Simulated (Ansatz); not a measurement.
Hf:
```
Hf
1.0
    3.12086     0.00000     0.00000
   -1.56043     2.70274     0.00000
    0.00000     0.00000     4.93879
Hf
2
Direct
  0.33333   0.66667   0.75000
  0.66667   0.33333   0.25000
```

Relaxed with LDA. Special points in fractions of this cell's reciprocal vectors: Γ (0.000, 0.000, 0.000); M (0.500, 0.000, 0.000); K (0.333, 0.333, 0.000); A (0.000, 0.000, 0.500); L (0.500, 0.000, 0.500); H (0.333, 0.333, 0.500).

Question: List the band energies nearest the Fermi level at these points for LDA (plane waves, PAW; program Ansatz).

Answer: In eV from the Fermi level; about four levels below and three above (degenerate sets whole), none deeper than 8.9 eV; points with the same levels are listed once.

```
k                    below                          above
-  -----------------------  -----------------------------
Γ              -7.59 -3.96                 1.03 1.11 1.11
M  -3.48 -3.04 -2.48 -0.61                 0.67 0.94 1.76
K  -2.43 -1.82 -1.82 -1.45                 0.35 0.35 2.15
A              -5.49 -5.49  0.11 0.11 0.98 0.98 0.98 0.98
L  -3.66 -3.66 -1.15 -1.15            1.51 1.51 2.72 2.72
H  -1.55 -1.55 -0.09 -0.09            2.57 2.57 5.37 5.37
```

Space group P6_3/mmc (hcp (Mg type)). The cell was relaxed with LDA under the symmetry of its start. No spin polarisation was allowed. Scalar-relativistic: spin–orbit coupling is off unless named, which matters more the heavier the elements.

Potentials: the later of the program's two PAW sets.
